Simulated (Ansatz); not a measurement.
**Calculated electric field gradients for TiTl2I6O18**

The cell is a diffraction structure from the COD, its atoms then relaxed with PBE in this cell.

Space group R-3:H (No. 148); a = 11.4167, c = 11.3953 Å, γ = 120.00°.

| site | Wyckoff | site symmetry | x | y | z |
| --- | --- | --- | --- | --- | --- |
| Ti | 3b | -3. | 0.0000 | 0.0000 | 0.5000 |
| Tl | 6c | 3. | 0.0000 | 0.0000 | 0.8310 |
| I | 18f | 1 | 0.3153 | 0.0498 | 0.3896 |
| O10 | 18f | 1 | 0.1542 | 0.0583 | 0.3941 |
| O16 | 18f | 1 | 0.3770 | 0.1379 | 0.5307 |
| O22 | 18f | 1 | 0.3986 | 0.1911 | 0.2873 |

One atom of each set is listed; the run and its k-mesh use a cell of 27 atoms with edges of 7.61, 7.61, 7.61 Å.

All values are calculated (Ansatz; DFT, r2SCAN, plane waves and PAW, scalar-relativistic, 500 eV cutoff, Γ-centred 3×3×3 k-points, Fermi–Dirac smearing 0.02 eV), not measured.

Conventions: |V_zz| ≥ |V_yy| ≥ |V_xx|, η = (V_xx − V_yy)/V_zz, C_Q = eQV_zz/h.

⁴⁹Ti: I = 7/2, Q = 247.0 mb; ¹²⁷I: I = 5/2, Q = -688.2 mb; O-17: I = 5/2, Q = -25.58 mb. Nuclear quadrupole moments: year-2017 set (Pyykkö).

```json
{"site": "Ti", "atoms": "1", "first shell": "6 O at 1.96 Å", "V_zz (10²¹ V/m²)": "-0.81", "η": "0.00", "C_Q (MHz)": "-4.87"}
{"site": "Tl", "atoms": "2", "first shell": "9 O at 2.94–3.00 Å", "V_zz (10²¹ V/m²)": "3.05", "η": "0.00", "C_Q (MHz)": "–"}
{"site": "I", "atoms": "6", "first shell": "3 O at 1.83–1.89 Å", "V_zz (10²¹ V/m²)": "-54.6", "η": "0.35", "C_Q (MHz)": "908"}
{"site": "O10", "atoms": "6", "first shell": "1 I at 1.89 Å, 1 Ti at 1.96 Å, angle 137°; also 1 Tl at 2.99 Å", "V_zz (10²¹ V/m²)": "13.01", "η": "0.11", "C_Q (MHz)": "-8.05"}
{"site": "O16", "atoms": "6", "first shell": "1 I at 1.84 Å; also 1 I at 2.67 Å, 1 Tl at 2.94 Å", "V_zz (10²¹ V/m²)": "14.39", "η": "0.12", "C_Q (MHz)": "-8.90"}
{"site": "O22", "atoms": "6", "first shell": "1 I at 1.83 Å; also 1 I at 2.49 Å, 1 Tl at 3.00 Å", "V_zz (10²¹ V/m²)": "16.16", "η": "0.18", "C_Q (MHz)": "-9.99"}
```

An axis of threefold or higher order runs through Ti and Tl, so V_zz lies along it and η is zero. At O16 and O22 V_zz points along its bond to I (within 6°) in each case. At I V_zz stands upright on the plane through its three neighbours (within 11°).

Tl has no stable isotope with a ground-state quadrupole moment in the table, so no C_Q is given.

The largest force is 0.9 eV/Å, so the atoms aren't at the calculated equilibrium and relaxing them would move these values. Spin–orbit coupling is left out, which shifts gradients on Tl by a few per cent, and by more where contributions nearly cancel. With these PAW files V_zz is typically within 2 to 3 % of all-electron values, but misses above 10 % occur on I.

Hardware: 2 threads of Arm Neoverse N1 (aarch64; 36 cores open to the job, memory cap 5.0 GiB, no GPU), a shared host with a load of 1.0 a core. Wall time 1.8 min, CPU time 3.4 min, peak memory 2.1 GiB.
